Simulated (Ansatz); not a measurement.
## Computed properties of ZnS (4H polytype)

All numbers come from the plane-wave code Ansatz. Calculated for a static, non-magnetic cell.

ZnS in the 4H polytype structure, relaxed with r2SCAN. Space group P6_3mc (No. 186), hexagonal; conventional cell a = 3.808 Å, c = 12.466 Å, 19.56 Å³ an atom. Zn is surrounded by 4 S at 2.33 Å; Zn is surrounded by 4 S at 2.33–2.34 Å; S is surrounded by 4 Zn at 2.33 Å; S is surrounded by 4 Zn at 2.33–2.34 Å.

```cif
data_structure
_symmetry_space_group_name_H-M 'P 1'
_symmetry_Int_Tables_number 1
_cell_length_a 3.8076
_cell_length_b 3.8076
_cell_length_c 12.4658
_cell_angle_alpha 90.000
_cell_angle_beta 90.000
_cell_angle_gamma 120.000
_cell_volume 156.52
loop_
_atom_site_label
_atom_site_type_symbol
_atom_site_fract_x
_atom_site_fract_y
_atom_site_fract_z
_atom_site_occupancy
Zn1 Zn 0.00000 0.00000 0.00011 1
Zn2 Zn 0.33333 0.66667 0.25007 1
Zn3 Zn 0.00000 0.00000 0.50011 1
Zn4 Zn 0.66667 0.33333 0.75007 1
S1 S 0.00000 0.00000 0.18724 1
S2 S 0.33333 0.66667 0.43759 1
S3 S 0.00000 0.00000 0.68724 1
S4 S 0.66667 0.33333 0.93759 1
```

Relaxed lattice by functional, symmetry kept:
```csv
functional,k mesh,a (Å),c (Å),volume (Å³/atom)
PBE,12×12×2,3.847,12.591,20.17
r2SCAN,12×12×2,3.808,12.466,19.56
```

Gaps on the r2SCAN cell, each the least over its mesh and the special points:
```tsv
level	k mesh	gap (eV)	kind	edges	least direct gap (eV)
PBE	12×12×2	2.18	direct	Γ	2.18
r2SCAN	12×12×2	2.74	direct	Γ	2.74
HSE06	6×6×2	3.41	direct	Γ	3.41
PBE0	6×6×2	4.08	direct	Γ	4.08
```
PBE: smearing of 0.02 eV; the others have fixed occupations.
Wave cutoffs: 420 eV, 500 eV (r2SCAN).

The HSE06 gap is direct at Γ: 3.41 eV.

r2SCAN covers 46 % of the step from PBE to HSE06. Among these functionals the gap stays direct.

r2SCAN (ground state on 6×6×2): ε∞: 5.39 along x and y, 5.45 along z. Born charges, averaged over directions: Zn +1.98, S -1.98 e. The program notes that the ground state's band table doesn't vouch for all the bands that the response reads.

The meshes of the hybrids are coarse, so their gaps aren't converged to the digits shown.
